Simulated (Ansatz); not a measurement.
NiGe in space group Pnma (No. 62; Ni on 4c, Ge on 4c) under volume change, r²SCAN in the plane-wave PAW code Ansatz, shape and atoms relaxed at each volume.

```json
[
 {"V (Å³/atom)": "12.109", "E − E(relaxed) (meV/atom)": "58.7", "P (GPa)": "17.27"},
 {"V (Å³/atom)": "12.509", "E − E(relaxed) (meV/atom)": "24.4", "P (GPa)": "10.44"},
 {"V (Å³/atom)": "12.908", "E − E(relaxed) (meV/atom)": "___", "P (GPa)": "___"},
 {"V (Å³/atom)": "13.307", "E − E(relaxed) (meV/atom)": "0.0", "P (GPa)": "0.00"},
 {"V (Å³/atom)": "13.706", "E − E(relaxed) (meV/atom)": "5.1", "P (GPa)": "-4.02"},
 {"V (Å³/atom)": "14.105", "E − E(relaxed) (meV/atom)": "19.5", "P (GPa)": "-7.41"},
 {"V (Å³/atom)": "14.505", "E − E(relaxed) (meV/atom)": "___", "P (GPa)": "___"}
]
```

Task: Fill in the missing entries.

Result: 
- 14.505, E − E(relaxed) (meV/atom): 41.6
- 14.505, P (GPa): -10.25
- 12.908, E − E(relaxed) (meV/atom): 5.7
- 12.908, P (GPa): 4.74

Task: What does a third-order Birch–Murnaghan fit give for V₀, B₀ and B′?

Result: V₀ = 13.31 Å³/atom, B₀ = 146 GPa, B′ = 4.8.

Symmetry was held in the r²SCAN relaxation. The run is not spin-polarised.

Potentials: the earlier of the program's two PAW sets. The files were generated under PBE; for other functionals the program regenerates the frozen cores, and for LDA and PBEsol the local potential too.
